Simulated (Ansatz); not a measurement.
## Sr₃Mg: what symmetry allows forces and stress to be

```xyz
4
Lattice="0.0000 4.3052 4.3907 4.3429 0.0000 4.3907 4.3429 4.3052 0.0000" Properties=species:S:1:pos:R:3 pbc="T T T"
Sr    4.3429    4.1527    4.3907
Sr    6.5144    6.4142    6.5861
Sr    2.1715    2.1091    2.1954
Mg    0.0000    0.2395    0.0000
```

These are results of DFT PBEsol, scalar-relativistic, plane waves, PAW in Ansatz 0.2.0, not measurements.

Plane waves to 420 eV, a k mesh through Γ of 8×8×8 on the computed 4-atom cell and Gaussian smearing (0.10 eV); no spin polarisation.

This distorted cell has space group Fmm2, with 4 operations.

Q: Without a calculation: in which directions can each atom feel a force?

A: A force must be left unchanged by every operation that keeps its atom in place, so it lies in the space that those operations leave fixed. Atoms that the group maps onto each other feel forces of one size.
| atom | site symmetry | operations at the site | equivalent to atom | allowed force (Cartesian) |
| --- | --- | --- | --- | --- |
| Sr1 | mm2 | 4 | 1 | along (0.00, 1.00, 0.00) |
| Sr2 | ..2 | 2 | 2 | along (0.00, 1.00, 0.00) |
| Sr3 | ..2 | 2 | 2 | along (0.00, 1.00, 0.00) |
| Mg4 | mm2 | 4 | 4 | along (0.00, 1.00, 0.00) |

That leaves 3 independent force components of 12, tied by 1 condition that the forces sum to zero, so 2 remain. A relaxation in this cell that keeps the symmetry moves the atoms in these directions alone.

Q: And the stress tensor?

A: It must be invariant under the point group, which leaves 3 independent components: yz, xz, xy vanish.

Q: Do the computed values obey this?

A: Yes. Forces (eV/Å):
```
Sr1  0.000  0.221  0.000
Sr2  0.000  0.028  0.000
Sr3  0.000  0.028  0.000
Mg4  0.000 -0.278  0.000
```

Stress (GPa, compression positive, xx yy zz yz xz xy): 0.63 0.66 0.57 0.00 0.00 0.00. The program imposes the same operations on density, forces and stress, so this confirms the analysis and is no independent test of the calculation.